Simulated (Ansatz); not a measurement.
Relaxed-ion elastic tensor of CsCl (CsCl type, space group No. 221) in GPa (Voigt order), LDA (plane waves, PAW; program Ansatz); density 4.47 g/cm³, 31.27 Å³ per atom.

```
44.4  15.1  15.1   0.0   0.0   0.0
15.1  44.4  15.1   0.0   0.0   0.0
15.1  15.1  44.4   0.0   0.0   0.0
 0.0   0.0   0.0  13.8   0.0   0.0
 0.0   0.0   0.0   0.0  13.8   0.0
 0.0   0.0   0.0   0.0   0.0  13.8
```

Problem. Is the crystal mechanically stable?

Solution. Yes: the smallest eigenvalue of C is 13.8 GPa.

Problem. Work out the Voigt, Reuss and Hill averages.

Solution. K_V = 24.8, K_R = 24.8, K_H = 24.8; G_V = 14.2, G_R = 14.2, G_H = 14.2 GPa.

Problem. Give Young's modulus, Poisson's ratio, Pugh's ratio and the universal anisotropy index.

Solution. E = 9KG/(3K + G) = 35.7 GPa; ν = 0.26; K/G = 1.76 (near the Pugh limit of 1.75, no verdict); A_U = 5G_V/G_R + K_V/K_R − 6 = 0.00.

Problem. Estimate the sound speeds and the Debye temperature.

Solution. v_l = √((K + 4G/3)/ρ) = 3130 m/s, v_t = √(G/ρ) = 1780 m/s, mean 1980 m/s; Θ = (h/k)(3n/4πV)^(1/3) v_m = 187 K.

Problem. Give the Zener ratio and Young's modulus along [100], [110] and [111].

Solution. A = 2C44/(C11 − C12) = 0.94; 1/E = S11 − 2(S11 − S12 − S44/2)Γ with Γ = 0, 1/4, 1/3 gives 36.8, 35.4, 35.0 GPa.

Space group Pm-3m (CsCl type). The cell was relaxed with LDA under the symmetry of its start; phonons on a q-mesh show no instability. Scalar-relativistic: spin–orbit coupling is off unless named, which matters more the heavier the elements.

Potentials: the later of the program's two PAW sets.
